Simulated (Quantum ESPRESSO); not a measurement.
# Where does S sit best among Se sites?

The results below are calculated, not measured. They come from pw.x of Quantum ESPRESSO 7.5, a plane-wave density functional program, with PseudoDojo standard norm-conserving files (v0.5 for PBE, v0.4.1 for LDA and PBEsol). The cells are made up: elements, strain and atom displacements were drawn at random, and nothing was relaxed. There is no spin polarisation, spin-orbit coupling or dispersion term.

The cell has 12 sites of a 2H layered lattice (rectangular cell). Sites 1 to 4 hold Mo Mo Mo W; sites 5 to 12 hold X Se X Se X Se Se X. Cell vectors in Å: (3.274, -0.005, -0.037); (-0.009, 5.561, 0.077); (-0.147, 0.177, 13.104). Settings: PBE, cutoff 1170 eV, 7 x 4 x 2 k mesh shifted by half a step, Fermi-Dirac smearing of 0.025 eV.

In each run one of the sites marked X holds S and the others hold Se; cell and positions stay the same. E is the free energy of the cell.

| site of the guest | first shell | mean distance (Å) | E above the lowest (eV) | P (GPa) | force on the guest (eV/Å) |
| --- | --- | --- | --- | --- | --- |
| 5 | Mo2W | 2.528 | 0.294 | 6.41 | 2.553 |
| 7 | Mo3 | 2.468 | 0.015 | 6.03 | 2.174 |
| 9 | MoW2 | 2.511 | 0.160 | 6.19 | 1.717 |
| 12 | Mo3 | 2.518 | 0.000 | 6.08 | 1.320 |

A rerun of one of these cells at 1467 eV and k mesh 9 x 6 x 4 moved values by no more than 0.002 eV in the cell's energy, 0.02 GPa in stress and 0.013 eV/Å in force.

## Reading the table

Site 12 is lowest, by 0.015 eV, over three times the rerun's bound. The first shells differ, so neighbours and distances change together and cannot be told apart here. The positions are random and not relaxed, so the differences hold for this frozen cell and are not site preferences of a real crystal.